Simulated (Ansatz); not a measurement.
One crystal and one scan (frozen-phonon scan) at two levels, PBE (plane waves to 420 eV, PAW, scalar-relativistic; Ansatz, a program for electronic structure) and r2SCAN (plane waves to 500 eV, PAW, scalar-relativistic; Ansatz), each from its own relaxed cell and on its own mesh. The cell shown is that of PBE.

Zr (hcp, Mg type)

```yaml
crystal:
  lattice:
    - [6.46319, 0.00000, 0.00000]
    - [-1.61580, 2.79864, 0.00000]
    - [0.00000, 0.00000, 5.17363]
  atoms:
    - { symbol: Zr, position: [0.16667, 0.66667, 0.75000] }
    - { symbol: Zr, position: [0.66667, 0.66667, 0.75000] }
    - { symbol: Zr, position: [0.33333, 0.33333, 0.25000] }
    - { symbol: Zr, position: [0.83333, 0.33333, 0.25000] }
```

The atoms are displaced by Q × the pattern below (from a DFPT mode at M = (0.5, 0.0, 0.0), largest move 1; Q in Å), at fixed cell. (q is in reciprocal vectors of the primitive cell; the cell shown is doubled to hold the pattern.)

```json
[
 {"atom": "Zr1", "x": "0.000", "y": "0.000", "z": "1.000"},
 {"atom": "Zr2", "x": "0.000", "y": "0.000", "z": "-1.000"},
 {"atom": "Zr3", "x": "0.000", "y": "0.000", "z": "1.000"},
 {"atom": "Zr4", "x": "0.000", "y": "0.000", "z": "-1.000"}
]
```

The PAW data are Ansatz's earlier set. Zr is run without spin polarisation. Zr was relaxed with its symmetry unable to fall. With partly filled bands, energies and forces of such displacements shift with the k mesh and the smearing. Percentages come from the unrounded values.

Results of PBE:

| Property | Result |
|---|---|
| Lattice constant a (Å) | 3.232 |
| Lattice constant c (Å) | 5.174 |
| Relaxed volume (Å³/atom) | 23.40 |
| Harmonic wavenumber from the curvature (finite differences) (cm⁻¹ (negative: imaginary)) | 78 |
| Shape of the curve | a single well with its minimum at or next to zero displacement |

**Question.** Estimate the r2SCAN values.

**Answer.** 
```json
[
 {"quantity": "Lattice constant a (Å)", "r2SCAN": "3.246", "PBE − r2SCAN": "-0.014 (-0.4 %)"},
 {"quantity": "Lattice constant c (Å)", "r2SCAN": "5.151", "PBE − r2SCAN": "+0.023 (+0.4 %)"},
 {"quantity": "Relaxed volume (Å³/atom)", "r2SCAN": "23.50", "PBE − r2SCAN": "-0.10 (-0.4 %)"},
 {"quantity": "Harmonic wavenumber from the curvature (finite differences) (cm⁻¹ (negative: imaginary))", "r2SCAN": "83", "PBE − r2SCAN": "-5 (-6 %)"}
]
```

PBE gives the higher value for: lattice constant c. PBE gives the lower value for: lattice constant a; harmonic wavenumber from the curvature. They agree on: relaxed volume (within 0.6 %). Both give the same shape of the curve: a single well with its minimum at or next to zero displacement. Neither level is exact: the differences show how much the result hangs on the functional.

(A displaced cell: forces are minus the slopes of the energy, force constants its curvatures, and phonons follow from these.)
